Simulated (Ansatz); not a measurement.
CdS:
```
CELL_PARAMETERS angstrom
      3.84016     0.00000     0.00000
     -1.92008     3.32568     0.00000
      0.00000     0.00000     6.44740
ATOMIC_POSITIONS crystal
  Cd 0.00000 0.00000 0.00000
  Cd 0.00000 0.00000 0.50000
  S  0.33333 0.66667 0.25000
  S  0.66667 0.33333 0.75000
```

Relaxed with HSE06. Special points in fractions of this cell's reciprocal vectors: Γ (0.000, 0.000, 0.000); M (0.500, 0.000, 0.000); K (0.333, 0.333, 0.000); A (0.000, 0.000, 0.500); L (0.500, 0.000, 0.500); H (0.333, 0.333, 0.500).

### Question
List the band energies nearest the valence-band maximum at these points for plane-wave PAW HSE06 (Ansatz code).

### Answer
In eV from the valence-band maximum; about four levels below and three above (degenerate sets whole), none deeper than 8.9 eV; points with the same levels are listed once.

```tsv
k	below	above
Γ	-0.80 -0.80 0.00 0.00	1.64 4.36 7.86 7.86
M	-3.32 -2.23 -1.46 -0.06	3.55 4.73 4.82
K	-2.47 -2.47 -2.10 -2.10	2.03 6.69 8.01 8.01
A	-0.37 -0.37 -0.37 -0.37	4.10 4.10 7.93 7.93
L	-1.43 -1.43 -1.26 -1.26	3.08 3.08 6.87 6.87
H	-3.65 -3.65 -0.39 -0.39	4.76 4.76 5.36 5.36
```

Space group P6_3/mmc (NiAs type). A made-up cell: these elements were put on the sites of a structure type; neither database checked (COD, Materials Project) lists it. It is not the phase usual at ambient conditions (space group No. 186, 216). The cell was relaxed with HSE06 under the symmetry of its start; its stability against distortions is not shown here. The hybrid was solved on a coarse mesh, the path and, where they were found, the r²SCAN edge points; its band edges are the extreme levels among these. Scalar-relativistic: spin–orbit coupling is off unless named, which matters more the heavier the elements.

Potentials: the later of the program's two PAW sets.
